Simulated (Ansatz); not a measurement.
A crystal relaxed with r2SCAN in Ansatz has space group I-42d (No. 122) and a = 6.089 Å, c = 10.245 Å.

```json
{"atom": "Cd", "site": "4a", "x": "0.0000", "y": "0.0000", "z": "0.0000"}
{"atom": "Sb", "site": "8d", "x": "0.3263", "y": "0.2500", "z": "0.1250"}
{"atom": "Xx", "site": "4b", "x": "0.5000", "y": "0.5000", "z": "0.0000"}
```

The r2SCAN gap is indirect, 0.04 eV (S₀–Γ (0.90 of the way from S₀) to Γ), below the direct gap of 0.14 eV at Γ. (With 0.02 eV of smearing so small a gap leaves both edges partly filled, and it could close between the points sampled.) HSE06 gives a direct gap of 0.29 eV at Γ. Meshes: r2SCAN 6×6×6, HSE06 4×4×4.

Question: Which element is Xx?
A. Sn
B. C
C. Si
D. Pb

Answer: B. Xx is C: CdCSb2 as one 8-atom ordering (I-42d) on the zincblende lattice. Cd has 4 Sb at 2.81 Å; Sb has 2 C at 2.25 Å and 2 Cd at 2.81 Å; C has 4 Sb at 2.25 Å.

All values are calculated for a non-magnetic cell, which may be hypothetical.

No spin-orbit coupling is included; it can move band edges with weight on the heavy atoms by tenths of an eV.

Where an edge lies off the special points, it is a point of the mesh or the k point where a search put PBE's edge or least direct gap, reused for the other functionals, whose own edges may lie a little apart.

The meshes of the hybrids are coarse, so their gaps aren't converged to the digits shown.
